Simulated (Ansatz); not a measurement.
The start is a relaxed Hf cell, doubled along one cell vector, shaken by Gaussian noise of σ = 0.08 Å a coordinate. A full variable-cell relaxation at zero pressure is run with PBEsol (plane waves to 420 eV, PAW, scalar-relativistic; Ansatz, a quantum-chemistry and plane-wave program). First-step values are on the input's coarse k-mesh.

Ansatz input (later rounds restart from its end on a renewed k-mesh):
Ansatz 0.2 input:
```yaml
crystal:
  lattice:
    - [0, 2.209220469, 2.209220469]
    - [4.418440938, 0, 4.418440938]
    - [2.209220469, 2.209220469, 0]
  atoms:
    - { symbol: Hf, position: [0.5630815248, 0.2421019569, 0.4649993642] }
    - { symbol: Hf, position: [0.4781218428, 0.7765499298, 0.485658647] }
basis: { ecutwfc: 420, ecutrho_ratio: 4, xc_grid: 2, fft_grid_basis: typed }
kpoints: { mp_grid: { grid: [13, 7, 13] } }
hamiltonian:
  xc: pbesol
  dispersion: none
  pseudopotentials: { azcp: { folder: ./paw }, kind: paw }
scf: { occupations: { method: fermi_dirac, width: 0.05 } }
relax: { f_tol: 0.01, max_steps: 100, cell: { stress_tol: 0.02 } }
output: { forces: true, stress: true }
```

Task: By how much does the energy per atom fall from start to end?

Result: 0.04 eV/atom.

Task: Does it find its way back to the structure it was made from?

Result: It returns to the parent structure, Fm-3m (No. 225).

Task: How do the shortest distances between atoms change?

Result: The closest pairs of elements (up to four, under 3.6 Å), start → end: Hf–Hf 2.88 → 3.12 Å.

Task: Is the relaxed structure metallic? Give its gap.

Result: Zero (metallic).

The end point of the relaxation:

Space group Fm-3m (No. 225); a = b = c = 4.4188 Å, α = β = γ = 90.00°

| atom | site | symmetry | x | y | z |
|---|---|---|---|---|---|
| Hf | 4b | m-3m | 0.5000 | 0.5000 | 0.5000 |
(The calculation used a cell of 1 atom; values per cell refer to that cell.)

Final values are on a 18×18×18 k-mesh of the relaxed cell. No spin polarisation in the result.

The run could not lose the symmetry of its start: the end is stationary, and may be a saddle point rather than a minimum.

The relaxed structure here is a generated cell of Hf: the first start was made by a random draw of sites in a space group, and the end was not matched to a known phase here, so it may be hypothetical. Known forms of Hf include space group No. 194.
